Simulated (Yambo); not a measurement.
A G0W0@PBEsol run in Yambo for Ba2ScCuO4 (space group P4/mmm, No. 123) (2×2×1 Γ-centred k mesh, bands 6 to 214 and a 7 Ry block in the screening, 214 bands in G with the Bruneval-Gonze terminator, plasmon pole fitted at 27.2 eV) gives these matrix elements, in eV, at the band edges (M → X):

```json
[
 {"state": "valence edge", "E0": "0.000", "<Vxc>": "-25.751", "<Σx>": "-32.450", "<Σc(E0)>": "6.002", "Z": "0.748"},
 {"state": "conduction edge", "E0": "1.986", "<Vxc>": "-9.655", "<Σx>": "-5.860", "<Σc(E0)>": "-3.323", "Z": "0.829"}
]
```

Problem. Solve the linearised quasiparticle equation for both states, give the gap, and say how exchange and correlation each act on it.

Solution. E = E0 + Z(Σx + Σc − Vxc). Valence: 0.000 + 0.748 × (-32.450 + (6.002) − (-25.751)) = -0.52 eV. Conduction: 1.986 + 0.829 × (-5.860 + (-3.323) − (-9.655)) = 2.38 eV. The gap is 2.90 eV, against 1.99 eV in PBEsol. Replacing Vxc by bare exchange alone would open it by 10.49 eV; correlation takes back 9.33 eV of that, and Z scales what is left. Nearest settings tried, and what they do to the gap: 142 bands in G: +18 meV; 142 bands in W, 142 bands in G: +43 meV; 6 Ry block (241 vectors against 313): +41 meV. Not varied: mesh. So the settings aren't converged at that level. Oxides, nitrides and fluorides with a shallow 3d shell are known to need far more bands and larger blocks. The k mesh is coarse. The filled Cu 3d shell has no Hubbard U; semilocal functionals place it too high.

Geometry of the Materials Project entry, not relaxed at this level; primitive cell a = b = 4.177 Å, c = 8.079 Å, α = β = γ = 90.00°.

The structure is a Materials Project entry; no match was found in the copy of COD used, and its stability was not checked.
